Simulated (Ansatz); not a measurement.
# Review of an SCF result for Ni

We look at Ni: an experimental structure (space group Fm-3m, primitive cell doubled), with 2 atoms per cell. Source: COD entry 2102302; it may be a high-temperature, high-pressure or metastable form.

Method: DFT, PBE, PAW, plane waves, scalar-relativistic (Ansatz development build ahead of 0.2.0).

```yaml
crystal:
  lattice:
    - [-1.76775, -1.76775, -3.5355]
    - [1.76775, -1.76775, 0.0]
    - [-1.76775, -1.76775, 0.0]
  atoms:
    - { symbol: Ni, position: [0.0, 0.0, 0.0], spin: 2.8 }
    - { symbol: Ni, position: [0.5, 0.5, 0.0], spin: -2.8 }
magnetization:
  spin_polarized: true
hamiltonian:
  xc: pbe
  pseudopotentials: { kind: paw }
basis:
  ecutwfc: 420
kpoints:
  mp_grid: { grid: [8, 11, 14] }
scf:
  occupations: { method: fermi_dirac, width: 0.1 }
  lower_state_search: "off"
output:
  forces: true
  stress: true
```

It took 14 s on 2 threads of Arm Neoverse V1 (shared host), peak memory 0.49 GiB.

The end of the output:

```
SCF converged after 22 iterations
Magnetization: 0.0000 μB (18.0000 up, 18.0000 down)
Absolute magnetization: 0.0000 μB (∫|ρ↑−ρ↓|, with the PAW one-centre terms)
Spin contamination: 0.0000 ħ² per cell (⟨S²⟩ above its minimum at these occupations)
Per-site moments (μB) at R_I (Å): [(9.6218e-6, 1.0312), (-9.6218e-6, 1.0312)]
Free energy (F): -11679.421311 eV
Harris-Foulkes:  -11679.421311 eV  (|F-HF|=3.82e-11)
Internal energy: -11679.240851 eV  (E = F + TS)
E sigma→0 (E₀):  -11679.331081 eV
Entropy (-TS):   -0.180460 eV (-90.230 meV/atom)
Fermi energy:    17.660069 eV
--- Forces (eV/Å), atoms counted from 1 ---
  atom   1  Ni     0.00000000     0.00000000     0.00000000
  atom   2  Ni     0.00000000    -0.00000000     0.00000000
--- Stress (GPa, compression-positive) ---
       -3.311279      -0.048213      -0.000860
       -0.048213      -3.311279      -0.000860
       -0.000860      -0.000860      -3.452626
  P = ⅓ Tr σ = -3.3584 GPa (-33.584 kbar)
```

The mesh has less symmetry than the lattice, which lowers the symmetry of the run.

A small moment in a metal is sensitive to the mesh and the smearing.

Site moments are taken inside atomic spheres and don't add up to the total.

**Question.** The run converged. Is this the lowest state of the cell, and if not, what lies lower and how is it reached?

**Answer.** No. A state 36.4 meV/atom (0.073 eV per cell) lower exists in this cell: ferromagnetic, site moments Ni1 0.66, Ni2 0.66 μB, total 1.25 μB per cell, no gap on the k-mesh. It was reached from: parallel moments, default search for lower states [Ni1 2.00, Ni2 2.00 μB]; a moment on one site alone, plain SCF [Ni2 2.00 μB]. The wrong state matters: the pressure is -2.5 GPa there against -3.4 GPa here. This multiple of the primitive cell fits some opposed orders; other multiples fit others. Only collinear orders within this cell were tried; the true ground state may need a larger cell.
